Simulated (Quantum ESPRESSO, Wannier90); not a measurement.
# GeO₂ (rutile): Wannier90 run

```
begin unit_cell_cart
ang
    4.4124200000    0.0000000000    0.0000000000
    0.0000000000    4.4124200000    0.0000000000
    0.0000000000    0.0000000000    2.8765100000
end unit_cell_cart
begin atoms_frac
Ge   0.5000000000  0.5000000000  0.5000000000
Ge   0.0000000000  0.0000000000  0.0000000000
O   -0.3057700000 -0.3057700000  0.0000000000
O    0.3057700000  0.3057700000  0.0000000000
O   -0.1942300000  0.1942300000  0.5000000000
O    0.1942300000 -0.1942300000  0.5000000000
end atoms_frac
```

Structure: Materials Project mp-470, symmetrised, not relaxed again. COD (Crystallography Open Database) has the formula in 3 space groups, this one among them (matched by group alone). Method: PBEsol plane waves in Quantum ESPRESSO 7.5 (PseudoDojo norm-conserving files, 68 Ry, spinors with spin-orbit coupling), Bloch states on a 4×4×6 mesh through Γ, Wannier90 4.0.1. Density: 8×8×10 mesh, Gaussian smearing 0.01 Ry.

A tight-binding model is made by disentanglement and projection with no localisation steps (num_iter = 0), so the 48 orbitals stay atom-like: hydrogen-like Ge: s;p; O: s;p, axes along x, y, z; frozen window up to 3.18 eV relative to the valence-band maximum. It follows pw.x to 0.7 meV rms for states up to 2.7 eV relative to the valence-band maximum. Matrix elements depend on this choice of orbitals and windows.

The 45 largest hoppings ⟨m,0|H|n,R⟩ between different sites (one of each Hermitian pair; signs follow the real orbitals' lobes; the list may end inside a set of equal values):

```tsv
m	n	R	distance of the centres (Å)	t (eV)	Im t (eV)
O5 s↑	Ge2 pz↑	0 0 0	1.87	-2.567	0.000
O6 s↓	Ge2 pz↓	0 0 1	1.87	2.566	0.000
O5 s↓	Ge2 pz↓	0 0 1	1.87	2.566	0.000
O6 s↓	Ge2 pz↓	0 0 0	1.87	-2.566	0.000
O6 s↑	Ge2 pz↑	0 0 0	1.87	-2.566	0.000
O5 s↓	Ge2 pz↓	0 0 0	1.87	-2.566	0.000
O5 s↑	Ge2 pz↑	0 0 1	1.87	2.566	0.000
Ge1 pz↑	O4 s↑	0 0 1	1.87	-2.566	0.000
Ge1 pz↑	O3 s↑	1 1 1	1.87	-2.566	0.000
O6 s↑	Ge2 pz↑	0 0 1	1.87	2.566	0.000
O4 s↑	Ge1 pz↑	0 0 0	1.87	2.566	0.000
Ge1 pz↑	O3 s↑	1 1 0	1.87	2.566	0.000
Ge1 pz↓	O4 s↓	0 0 1	1.87	-2.566	0.000
O4 s↓	Ge1 pz↓	0 0 0	1.87	2.566	0.000
Ge1 pz↓	O3 s↓	1 1 0	1.87	2.566	0.000
Ge1 pz↓	O3 s↓	1 1 1	1.87	-2.566	0.000
Ge1 px↑	O6 py↑	0 1 0	1.92	-2.289	0.003
Ge1 px↑	O5 py↑	1 0 0	1.92	-2.289	0.003
O3 px↓	Ge2 py↓	0 0 0	1.92	2.289	-0.003
O4 px↓	Ge2 py↓	0 0 0	1.92	2.289	-0.003
O4 py↓	Ge2 px↓	0 0 0	1.92	2.289	0.003
O3 py↓	Ge2 px↓	0 0 0	1.92	2.289	0.003
Ge1 px↓	O6 py↓	0 1 0	1.92	-2.289	-0.003
Ge1 px↓	O5 py↓	1 0 0	1.92	-2.289	-0.003
O4 px↑	Ge2 py↑	0 0 0	1.92	2.289	0.003
Ge1 py↓	O5 px↓	1 0 0	1.92	-2.289	0.003
O3 px↑	Ge2 py↑	0 0 0	1.92	2.289	0.003
Ge1 py↓	O6 px↓	0 1 0	1.92	-2.289	0.003
Ge1 py↑	O5 px↑	1 0 0	1.92	-2.288	-0.003
Ge1 py↑	O6 px↑	0 1 0	1.92	-2.288	-0.003
O3 py↑	Ge2 px↑	0 0 0	1.92	2.288	-0.003
O4 py↑	Ge2 px↑	0 0 0	1.92	2.288	-0.003
Ge1 py↑	O6 s↑	0 1 0	1.92	-2.237	-0.001
Ge1 py↑	O5 s↑	1 0 0	1.92	2.237	0.001
O4 s↓	Ge2 px↓	0 0 0	1.92	-2.237	-0.001
O3 s↓	Ge2 px↓	0 0 0	1.92	2.237	0.001
O3 s↓	Ge2 py↓	0 0 0	1.92	2.237	-0.001
O4 s↓	Ge2 py↓	0 0 0	1.92	-2.237	0.001
Ge1 px↑	O5 s↑	1 0 0	1.92	-2.237	0.001
Ge1 px↑	O6 s↑	0 1 0	1.92	2.237	-0.001
O4 s↑	Ge2 px↑	0 0 0	1.92	-2.237	0.001
O3 s↑	Ge2 px↑	0 0 0	1.92	2.237	-0.001
Ge1 px↓	O5 s↓	1 0 0	1.92	-2.237	-0.001
Ge1 py↓	O6 s↓	0 1 0	1.92	-2.237	0.001
Ge1 py↓	O5 s↓	1 0 0	1.92	2.237	-0.001
```
